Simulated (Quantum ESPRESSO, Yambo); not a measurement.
At a photon energy of 12.88 eV, RPA with local fields on LDA bands shifted by a G0W0 scissor of 5.22 eV (Quantum ESPRESSO and Yambo; 4×4×4 mesh, 107 bands, 3 Ry local-field block, 0.2 eV broadening) gives ε = 1.24 + 2.86i for ScF₃ (space group R-3c, No. 167), field along x. Axes are Cartesian, with cell vectors (Å) (2.85, 1.65, 4.65), (-2.85, 1.65, 4.65), (0.00, -3.29, 4.65).

Task: Work out n, κ, the normal-incidence reflectivity, the absorption coefficient and the penetration depth.

Result: 
|ε| = 3.12; n = √((|ε| + ε1)/2) = 1.48, κ = √((|ε| − ε1)/2) = 0.97. R = ((n − 1)² + κ²)/((n + 1)² + κ²) = 0.16. α = 2Eκ/(ħc) with ħc = 197.327 eV nm: 0.1265 per nm = 13 × 10⁵ per cm, a 1/e depth of 7.9 nm. The computed direct gap is 11.38 eV, and the energy scale of the real crystal may differ from it. Excitonic effects are left out, and values at one energy depend on mesh and broadening. The scissor comes from a G0W0 run whose convergence isn't established. Convergence of the RPA response with its 4×4×4 mesh was not tested.

Geometry of the Materials Project entry, not relaxed at this level; primitive cell a = b = c = 5.7004 Å, α = β = γ = 60.03°.

The structure is a Materials Project entry; no match was found in the copy of COD used, and its stability was not checked.
